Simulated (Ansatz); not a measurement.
BaScO$_{2}$F: two-dimensional strain map

Theory: DFT PBEsol, scalar-relativistic, plane waves, PAW in Ansatz. Settings: plane waves to 420 eV, k-mesh 6×6×6 (Γ-centred), Gaussian smearing 0.05 eV. Spin–orbit coupling is left out, which matters for the heavy elements here. No spin polarisation. Energies are free energies at this smearing, counted from the undisturbed cell; pressure is positive in compression.

Reference structure (as given, not relaxed at this level; it stands at -5.9 GPa, and it needn't be the usual structure):

```
Ba Sc O F
1.0
     4.20695    0.00000    0.00000
     0.00000    4.20695    0.00000
     0.00000    0.00000    4.21141
Ba Sc O F
1 1 2 1
Direct
  0.50000 0.50000 0.50000
  0.00000 0.00000 0.00000
  0.50000 0.00000 0.00000
  0.00000 0.50000 0.00000
  0.00000 0.00000 0.50000
```

The cell is strained by p along both x and y and by q along z, fractional coordinates fixed. Points are written (p, q).

Energy above the undisturbed cell in meV/atom (a dash: not computed):

```csv
p \ q,-0.080,-0.040,0.000,0.040,0.080
-0.080,248.5,165.9,134.5,138.4,166.4
-0.040,74.1,–,4.4,–,66.2
0.000,32.6,-5.6,0.0,34.5,87.7
0.040,82.3,–,79.8,–,189.5
0.080,193.9,184.6,215.1,–,342.8
```

Pressure in GPa:

```csv
p \ q,-0.080,-0.040,0.000,0.040,0.080
-0.080,39.6,29.3,21.8,16.3,12.2
-0.040,18.7,–,4.9,–,-2.1
0.000,5.0,-1.4,-5.9,-8.9,-11.0
0.040,-3.9,–,-12.5,–,-16.2
0.080,-9.5,-13.7,-16.4,–,-19.2
```

Gap on the k-mesh in eV:

| p \ q | -0.080 | -0.040 | 0.000 | 0.040 | 0.080 |
| --- | --- | --- | --- | --- | --- |
| -0.080 | 3.48 | 3.25 | 2.88 | 2.44 | 2.03 |
| -0.040 | 3.49 | – | 3.07 | – | 2.51 |
| 0.000 | 3.29 | 3.20 | 3.01 | 2.84 | 2.56 |
| 0.040 | 3.06 | – | 2.90 | – | 2.52 |
| 0.080 | 2.83 | 2.79 | 2.74 | – | 2.43 |